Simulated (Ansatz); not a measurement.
Calculated quadrupolar parameters for Ca2Al9Pt3

The cell is a measured structure from the Crystallography Open Database (COD), its atoms then relaxed with PBE in this cell.

```cif
data_Ca2Al9Pt3
_symmetry_space_group_name_H-M 'Cmcm'
_symmetry_Int_Tables_number 63
_cell_length_a 13.1049
_cell_length_b 7.6167
_cell_length_c 9.4788
_cell_angle_alpha 90.000
_cell_angle_beta 90.000
_cell_angle_gamma 90.000
loop_
_atom_site_label
_atom_site_type_symbol
_atom_site_symmetry_multiplicity
_atom_site_Wyckoff_symbol
_atom_site_fract_x
_atom_site_fract_y
_atom_site_fract_z
Ca Ca 8 g 0.3370 0.3334 0.2500
Al5 Al 16 h 0.1674 0.1674 0.0770
Al13 Al 8 g 0.6026 0.9428 0.2500
Al17 Al 8 f 0.5000 0.8327 0.5578
Al21 Al 4 c 0.5000 0.6310 0.2500
Pt23 Pt 8 e 0.3291 0.0000 0.0000
Pt27 Pt 4 a 0.0000 0.0000 0.0000
```

One atom of each set is listed; the run and its k-mesh use a cell of 28 atoms with edges of 7.58, 7.58, 9.48 Å.

Computed with Ansatz: DFT, PBE, plane waves and PAW, scalar-relativistic, 420 eV cutoff, Γ-centred 5×5×4 k-points, Fermi–Dirac smearing 0.05 eV.

C_Q = eQV_zz/h, which is 24.18 MHz for Q = 1 b and V_zz = 10²¹ V/m²; η = (V_xx − V_yy)/V_zz.

⁴³Ca: I = 7/2, Q = -40.80 mb; ²⁷Al: I = 5/2, Q = 146.6 mb. Nuclear quadrupole moments: year-2017 set (Pyykkö).

Problem. What field gradients does the calculation give at each kind of site?

Solution. 

```tsv
site	atoms	first shell	V_zz (10²¹ V/m²)	η	C_Q (MHz)
Ca	4	11 Al at 3.03–3.18 Å, 6 Pt at 3.43–3.47 Å	-0.13	0.55	0.133
Al5	8	3 Pt at 2.58–2.64 Å, 6 Al at 2.75–3.28 Å, 3 Ca at 3.03–3.10 Å	1.88	0.23	6.66
Al13	4	2 Pt at 2.57 Å, 8 Al at 2.69–3.32 Å, 2 Ca at 3.08–3.18 Å	1.52	0.82	5.38
Al17	4	3 Pt at 2.59–2.63 Å, 8 Al at 2.77–3.32 Å, 2 Ca at 3.08 Å; also 1 Al at 3.64 Å	3.04	0.12	10.8
Al21	2	2 Pt at 2.57 Å, 6 Al at 2.73–2.75 Å	1.42	0.93	5.04
Pt23	4	8 Al at 2.57–2.64 Å	2.60	0.23	–
Pt27	2	8 Al at 2.57–2.64 Å	2.70	0.12	–
```

Pt has no stable isotope with a ground-state quadrupole moment in the table, so no C_Q is given.

The run finds no gap above 0.1 eV (a metal, or nearly one), so the gradients can move by 10 % or more with the k-mesh. Spin–orbit coupling is left out, which shifts gradients on Pt by a few per cent in wide-gap crystals, and can shift them far more where the calculated gap is small or absent, as here.

The relaxation (3 steps) took 2.1 min of wall time (4 min of CPU time) and 2 GiB at its peak, on 2 threads of Intel Xeon Platinum 8259CL CPU @ 2.50GHz (Skylake/Cascade Lake) (x86_64; 32 cores open to the job, memory cap 5.0 GiB, no GPU), a shared host with a load of 0.4 a core.
